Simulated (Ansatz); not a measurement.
Sb2Au (fluorite or antifluorite type, space group No. 225) under volume change, plane-wave PAW r²SCAN (Ansatz code), scaled uniformly.

| V (Å³/atom) | E − E(relaxed) (meV/atom) | P (GPa) |
|---|---|---|
| 24.236 | [?] | [?] |
| 25.035 | 26.5 | 5.64 |
| 25.834 | 6.2 | 2.57 |
| 26.633 | 0.0 | 0.00 |
| 27.432 | [?] | [?] |
| 28.231 | 20.8 | -3.93 |
| 29.030 | 44.2 | -5.40 |

### Question
What belongs in the gaps?

### Answer

- 27.432, E − E(relaxed) (meV/atom): 5.5
- 27.432, P (GPa): -2.15
- 24.236, E − E(relaxed) (meV/atom): 63.5
- 24.236, P (GPa): 9.31

### Question
What does a third-order Birch–Murnaghan fit give for V₀, B₀ and B′?

### Answer
V₀ = 26.63 Å³/atom, B₀ = 78.0 GPa, B′ = 5.0.

Space group Fm-3m (fluorite or antifluorite type). The workflow started from an entry of the Crystallography Open Database (COD), which files this formula under 2 space groups. Whether it is the stable phase at ambient conditions was not checked. The cell was relaxed with r²SCAN under the symmetry of its start; its stability against distortions is not shown here. Its formation energy is positive at this level, so the cell may be metastable or incomplete. Scalar-relativistic: spin–orbit coupling is off unless named, which matters more the heavier the elements.

Potentials: the later of the program's two PAW sets.
